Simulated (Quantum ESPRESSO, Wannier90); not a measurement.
# Wannierisation of Ca3SnO (anti-perovskite)

Structure: Materials Project mp-29241, symmetrised, not relaxed again. COD (Crystallography Open Database) has an entry of this formula and space group (matched by these alone). Level: PBEsol, no spin polarisation, no spin-orbit coupling; pw.x of Quantum ESPRESSO at 68 Ry with PseudoDojo potentials, 4×4×4 k-points, Wannier90. Density: 6×6×6 mesh, cold smearing 0.01 Ry. Spin-orbit coupling is left out although heavy elements are present.

```
begin unit_cell_cart
ang
    4.8264900000    0.0000000000    0.0000000000
    0.0000000000    4.8264900000    0.0000000000
    0.0000000000    0.0000000000    4.8264900000
end unit_cell_cart
mp_grid = 4 4 4
```

Task: Which shells of neighbouring k-points and which b-vectors and weights does Wannier90 pick for this cell and mesh?

Result: 
```
 *---------------------------------- K-MESH ----------------------------------*
 +----------------------------------------------------------------------------+
 |                    Distance to Nearest-Neighbour Shells                    |
 |                    ------------------------------------                    |
 |          Shell             Distance (Ang^-1)          Multiplicity         |
 |          -----             -----------------          ------------         |
 |             1                   0.325453                      6            |
 |             2                   0.460260                     12            |
 |             3                   0.563701                      8            |
 |             4                   0.650906                      6            |
 |             5                   0.727735                     24            |
 |             6                   0.797194                     24            |
 |             7                   0.920520                     12            |
 |             8                   0.976359                     30            |
       ... (lines left out)
 +----------------------------------------------------------------------------+
 | The b-vectors are chosen automatically                                     |
 | The following shells are used:                       1                     |
 +----------------------------------------------------------------------------+
 |                        Shell   # Nearest-Neighbours                        |
 |                        -----   --------------------                        |
 |                          1               6                                 |
 +----------------------------------------------------------------------------+
 | Completeness relation is fully satisfied [Eq. (B1), PRB 56, 12847 (1997)]  |
 +----------------------------------------------------------------------------+
 |                  b_k Vectors (Ang^-1) and Weights (Ang^2)                  |
 |                  ----------------------------------------                  |
 |            No.         b_k(x)      b_k(y)      b_k(z)        w_b           |
 |            ---        --------------------------------     --------        |
 |             1         0.000000    0.000000    0.325453     4.720555        |
 |             2         0.000000    0.325453    0.000000     4.720555        |
 |             3         0.325453    0.000000    0.000000     4.720555        |
 |             4         0.000000    0.000000   -0.325453     4.720555        |
 |             5         0.000000   -0.325453    0.000000     4.720555        |
 |             6        -0.325453    0.000000    0.000000     4.720555        |
```
